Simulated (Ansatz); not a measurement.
YNi2B2C: do energies and stresses tell the same story?

These are results of DFT PBEsol, scalar-relativistic, plane waves, PAW (Ansatz), not measurements.

Cutoff 420 eV; k points 14×14×14 on the computed 6-atom cell (Γ-centred); Gaussian smearing, width 0.10 eV; no spin polarisation.

Relaxed cell: I4/mmm, a = 3.502 Å, b = 3.502 Å, c = 10.329 Å, α = 90.00°, β = 90.00°, γ = 90.00°, 6 atoms in the primitive cell. Whether it is the stable form of this composition wasn't checked.

Energies at zero smearing and pressures from the stress tensor, at volumes with shape and atoms relaxed:
```
V (Å³/atom) E − E(first) (meV/atom) P (GPa)
      9.288                     0.00    33.37
      9.605                   -55.32    22.95
      9.922                   -91.60    14.06
     10.238                  -111.62     6.47
     10.555                  -117.75    -0.03
     10.871                  -112.02    -5.58
     11.188                   -96.16   -10.30
     11.610                   -61.80   -15.53
```

Check P = −dE/dV between neighbouring volumes, and get the bulk modulus from the pressures alone.

With 1 eV/Å³ = 160.2 GPa:
```json
{"middle V (Å³/atom)": "9.447", "−ΔE/ΔV (GPa)": "27.993", "mean P (GPa)": "28.161"}
{"middle V (Å³/atom)": "9.763", "−ΔE/ΔV (GPa)": "18.355", "mean P (GPa)": "18.507"}
{"middle V (Å³/atom)": "10.080", "−ΔE/ΔV (GPa)": "10.128", "mean P (GPa)": "10.264"}
{"middle V (Å³/atom)": "10.396", "−ΔE/ΔV (GPa)": "3.104", "mean P (GPa)": "3.219"}
{"middle V (Å³/atom)": "10.713", "−ΔE/ΔV (GPa)": "-2.900", "mean P (GPa)": "-2.802"}
{"middle V (Å³/atom)": "11.030", "−ΔE/ΔV (GPa)": "-8.026", "mean P (GPa)": "-7.940"}
{"middle V (Å³/atom)": "11.399", "−ΔE/ΔV (GPa)": "-13.040", "mean P (GPa)": "-12.918"}
```

The two differ by 0.17 GPa at most. The mean of two end pressures misses the average over a step by about ΔV² P″/12, up to 0.14 GPa here; with that taken off 0.04 GPa remains. The stress is the derivative of the free energy, not of the energy at zero smearing, and with free energies 0.00 GPa remains. Around V = 10.555 Å³/atom, the two neighbours give B = −V ΔP/ΔV = 10.555 × 12.04 / 0.633 = 200.7 GPa, against B0 = 199.6 GPa from the Birch–Murnaghan fit of the energies.

Spin polarisation was left out, and a magnetic state may lie lower.

A ferromagnetic start lost its moments in a first run, so spin was left out; other magnetic orders weren't tried.